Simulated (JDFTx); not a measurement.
Au(111) slab cut from bulk Au (space group Fm-3m, indices of the conventional cell, lattice of the Materials Project entry mp-81, not re-optimised): 3 atoms in 3 planes, a 1x1 cell of 7.53 Å² (|a| = 2.950, |b| = 2.950 Å), 4.8 Å between the outermost planes, cell height 20.8 Å, 8×8×1 k mesh, Fermi smearing 0.01 Ha, no spin polarisation.

Profiles through the double layer of this slab, charged, in linear PCM (GLSSA13), water, 2 M NaCl; PBE, GBRV ultrasoft potentials, plane waves to 20/100 Ha, JDFTx (a modified build). z is the height above the outermost atoms, φ the plane-averaged electrostatic potential energy of an electron (zero in the bulk liquid), ρ_b the bound charge of solvent and ions, s the cavity shape function (0 in the solid, 1 in the liquid).

| z (Å) | n (e/Å³) | s | φ (eV) | ρ_b (10⁻³ e/Å³) |
|---|---|---|---|---|
| 0.81 | 0.3222 | 0.00 | -2.740 | 0.00 |
| 1.28 | 0.0780 | 0.00 | -1.621 | -0.36 |
| 1.74 | 0.0189 | 0.00 | -0.419 | -6.90 |
| 2.20 | 0.0047 | 0.16 | -0.036 | -3.89 |
| 2.66 | 0.0013 | 0.87 | -0.020 | 1.05 |
| 3.13 | 0.0003 | 1.00 | -0.016 | 0.38 |
| 3.59 | 0.0001 | 1.00 | -0.013 | 0.09 |
| 4.05 | 0.0000 | 1.00 | -0.010 | 0.02 |
| 4.51 | 0.0000 | 1.00 | -0.008 | 0.00 |
| 4.97 | 0.0000 | 1.00 | -0.007 | -0.01 |
| 5.44 | 0.0000 | 1.00 | -0.005 | -0.01 |
| 5.90 | 0.0000 | 1.00 | -0.004 | 0.00 |
| 6.36 | 0.0000 | 1.00 | -0.003 | 0.00 |
| 6.82 | 0.0000 | 1.00 | -0.003 | 0.00 |
| 7.29 | 0.0000 | 1.00 | -0.002 | 0.00 |
| 7.75 | 0.0000 | 1.00 | -0.002 | 0.00 |

Task: Is the electrode positively or negatively charged, and roughly by how much?

Result: Positively: σ = 7.2 μC/cm² per face. The liquid's bound charge is of the opposite sign overall, and far from the surface φ decays with the screening length (2.1 Å).
